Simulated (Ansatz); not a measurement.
## Vibrational response of Zn6O

Theory: DFT PBE, scalar-relativistic, plane waves, PAW (Ansatz 0.2.0). Plane waves to 420 eV; Γ-centred k mesh 12×12×4; Gaussian smearing of 0.10 eV. No spin polarisation. Phonons by linear response, acoustic sum rule imposed.

The cell, relaxed at this level:
```
CELL_PARAMETERS angstrom
2.99815 0.00000 0.00000
-1.49907 2.59647 0.00000
0.00000 0.00000 13.22097
ATOMIC_POSITIONS crystal
Zn 0.33333 0.66667 0.23095
Zn 0.00000 0.00000 0.01092
Zn 0.00000 0.00000 0.37905
Zn 0.33333 0.66667 0.53262
Zn 0.00000 0.00000 0.68877
Zn 0.33333 0.66667 0.84708
O 0.33333 0.66667 0.08561
```

It was reached by relaxing an invented guess, and it needn't be the stable form of this composition. In a metal, frequencies depend on the k mesh and the smearing, soft modes most.

Optical modes at Γ:
```
frequency (cm⁻¹)  degeneracy
              36           2
              48           2
              68           2
              80           2
              98           2
             105           1
             118           1
             174           1
             190           1
             253           1
             360           2
             503           1
```

All 18 optical modes at Γ are real: no displacement of atoms at fixed cell lowers the energy to second order. Strains and modes at other wave vectors aren't tested by this run.
